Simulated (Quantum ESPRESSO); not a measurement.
Band energies of TaH$_{2}$

```
CELL_PARAMETERS angstrom
      0.00000     2.25799     2.25799
      2.25799     0.00000     2.25799
      2.25799     2.25799     0.00000
ATOMIC_POSITIONS crystal
  H  0.75000 0.75000 0.75000
  H  0.25000 0.25000 0.25000
  Ta 0.00000 0.00000 0.00000
```

PBEsol (pw.x of Quantum ESPRESSO, ONCV potentials, scalar-relativistic); path ΓXWKΓLUWLK,UX; energies in eV from the Fermi level.

| k (1/Å) | point | band 4 | band 5 | band 6 | band 7 | band 8 | band 9 | band 10 | band 11 |
|---|---|---|---|---|---|---|---|---|---|
| 0.00 | Γ | -34.72 | -12.50 | -1.49 | -1.49 | -1.49 | -1.49 | 1.65 | 1.65 |
| 0.32 |  | -34.75 | -11.97 | -4.20 | -1.15 | -1.15 | 0.86 | 1.78 | 1.86 |
| 0.75 |  | -34.84 | -9.82 | -6.77 | -1.74 | 0.33 | 0.33 | 2.65 | 6.67 |
| 1.07 |  | -34.91 | -7.87 | -7.63 | -3.66 | 2.14 | 2.14 | 3.31 | 8.32 |
| 1.39 | X | -34.94 | -8.24 | -5.83 | -5.17 | 3.60 | 3.68 | 3.68 | 6.56 |
| 1.51 |  | -34.94 | -8.20 | -5.88 | -5.10 | 3.32 | 3.68 | 3.74 | 6.08 |
| 1.86 |  | -34.94 | -7.71 | -6.53 | -4.22 | 0.75 | 3.68 | 4.52 | 5.55 |
| 2.09 | W | -34.94 | -7.15 | -7.15 | -3.71 | -0.21 | 3.69 | 5.29 | 5.29 |
| 2.33 |  | -34.92 | -7.65 | -6.70 | -3.91 | 0.49 | 3.14 | 4.27 | 5.32 |
| 2.58 | K | -34.89 | -7.88 | -6.48 | -4.07 | 1.45 | 2.76 | 3.24 | 5.48 |
| 2.68 |  | -34.87 | -7.88 | -6.66 | -3.66 | 1.01 | 2.38 | 3.02 | 6.16 |
| 3.11 |  | -34.80 | -9.03 | -6.75 | -2.19 | 0.15 | 0.66 | 3.98 | 6.89 |
| 3.42 |  | -34.75 | -10.65 | -5.88 | -1.25 | -0.47 | 0.43 | 2.32 | 5.12 |
| 3.84 |  | -34.73 | -12.27 | -3.32 | -1.37 | -1.36 | 0.60 | 1.43 | 1.64 |
| 4.05 | Γ | -34.72 | -12.50 | -1.49 | -1.49 | -1.49 | -1.49 | 1.65 | 1.65 |
| 4.16 |  | -34.72 | -12.45 | -2.40 | -1.46 | -1.46 | -0.52 | 1.63 | 1.63 |
| 4.56 |  | -34.75 | -11.31 | -5.18 | -1.04 | -1.04 | 1.41 | 1.41 | 3.55 |
| 4.86 |  | -34.78 | -10.10 | -6.04 | -1.10 | -1.10 | 2.19 | 2.19 | 4.89 |
| 5.26 | L | -34.80 | -9.55 | -5.77 | -1.34 | -1.34 | 3.37 | 3.37 | 4.72 |
| 5.58 |  | -34.82 | -9.06 | -6.13 | -2.15 | -0.83 | 3.15 | 3.62 | 5.20 |
| 6.01 |  | -34.88 | -7.90 | -6.62 | -3.77 | 1.05 | 2.67 | 3.12 | 5.70 |
| 6.11 | U | -34.89 | -7.88 | -6.48 | -4.07 | 1.45 | 2.76 | 3.24 | 5.48 |
| 6.31 |  | -34.91 | -7.73 | -6.62 | -3.96 | 0.74 | 3.02 | 3.99 | 5.37 |
| 6.60 | W | -34.94 | -7.15 | -7.15 | -3.71 | -0.21 | 3.69 | 5.29 | 5.29 |
| 6.70 |  | -34.94 | -7.23 | -7.12 | -3.67 | -0.15 | 3.44 | 5.00 | 5.23 |
| 7.00 |  | -34.87 | -8.11 | -6.72 | -3.11 | 0.01 | 2.42 | 4.53 | 4.83 |
| 7.39 |  | -34.81 | -9.36 | -5.92 | -1.70 | -1.14 | 3.27 | 3.50 | 5.48 |
| 7.59 | L | -34.80 | -9.55 | -5.77 | -1.34 | -1.34 | 3.37 | 3.37 | 4.72 |
| 7.67 |  | -34.81 | -9.52 | -5.80 | -1.41 | -1.30 | 3.35 | 3.39 | 4.88 |
| 8.01 |  | -34.84 | -8.73 | -6.35 | -2.58 | -0.45 | 3.01 | 3.60 | 5.14 |
| 8.27 |  | -34.87 | -7.97 | -6.66 | -3.56 | 0.75 | 2.69 | 3.15 | 5.66 |
| 8.44 | K | -34.89 | -7.88 | -6.48 | -4.07 | 1.45 | 2.76 | 3.24 | 5.48 |
| 8.44 | U | -34.89 | -7.88 | -6.48 | -4.07 | 1.45 | 2.76 | 3.24 | 5.48 |
| 8.54 |  | -34.91 | -7.95 | -6.30 | -4.43 | 1.92 | 3.07 | 3.70 | 4.89 |
| 8.93 | X | -34.94 | -8.24 | -5.83 | -5.17 | 3.60 | 3.68 | 3.68 | 6.56 |

A metal at this level: along this path bands 8, 9 cross the Fermi level.

Spin-orbit coupling is left out; for elements this heavy it splits bands near the Fermi level.

Geometry of the Materials Project entry, not relaxed at this level.

The structure is a Materials Project entry; no match was found in the copy of COD used, and its stability was not checked.
